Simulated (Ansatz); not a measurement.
BAs (zinc blende)

```yaml
crystal:
  lattice:
    - [0.00000, 2.40467, 2.40467]
    - [2.40467, 0.00000, 2.40467]
    - [2.40467, 2.40467, 0.00000]
  atoms:
    - { symbol: As, position: [0.75000, 0.75000, 0.75000] }
    - { symbol: B, position: [0.00000, 0.00000, 0.00000] }
```

The volume is varied about the relaxed value V₀ at fixed cell shape. Symmetry pins the atoms to their sites.

These are PBE (plane waves to 420 eV, PAW, scalar-relativistic; Ansatz, a first-principles code) values and carry that method's errors. k mesh 12×12×12 (Γ-centred), Fermi-Dirac smearing 0.05 eV. Stress and pressure are positive under compression. BAs was relaxed with its symmetry unable to fall.

At one point of the scan the stress tensor (GPa) is:

```
   21.8      0.0      0.0
    0.0     21.8      0.0
    0.0      0.0     21.8
```

### Question
Which point is it?
(A) V/V₀ = 0.880
(B) V/V₀ = 0.840
(C) V/V₀ = 0.960
(D) V/V₀ = 0.920

### Answer
A, V/V₀ = 0.880

(A scan under strain: stresses follow from slopes of the energy per volume, elastic moduli from its curvatures.)
